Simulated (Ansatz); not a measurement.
Here is the system:

AlP:
```
AlP
1.0
    3.85057     0.00000     0.00000
   -1.92529     3.33469     0.00000
    0.00000     0.00000     8.68909
Al P
3 3
Direct
  0.00000   0.49990   0.66667
  0.50010   0.50010   0.00000
  0.49990   0.00000   0.33333
  0.00000   0.49994   0.16667
  0.50006   0.50006   0.50000
  0.49994   0.00000   0.83333
```

This is the PBE-relaxed structure.

**Question.** All from PBE in the plane-wave PAW code Ansatz, unless another level is named. Estimate the smallest direct gap on the standard path.

**Answer.** 2.03 eV.

**Question.** Give the formation energy from the elements (no fitted shifts).

**Answer.** -0.42 eV/atom.

**Question.** And the hole effective mass?

**Answer.** 0.15, 7.5, 7.5 mₑ (principal values).

**Question.** Predict the conduction-band minimum.

**Answer.** at M (3 equivalent valleys).

**Question.** Predict the valence-band maximum.

**Answer.** at Γ.

**Question.** And the weight of the conduction-edge state by species (Voronoi cells)?

**Answer.** Al 56 %, P 44 %.

Space group P6_422. The start of the workflow was typed in or built on a structure type; neither database checked (COD, Materials Project) lists it. It is not the phase usual at ambient conditions (space group No. 216). The cell was relaxed with PBE under the symmetry of its start; its stability against distortions is not shown here. Point labels and valley counts follow the cell and symmetry of the run, lower than the named group. The references are the lowest solids computed at this level, not always the standard phases.

Potentials: the earlier of the program's two PAW sets.
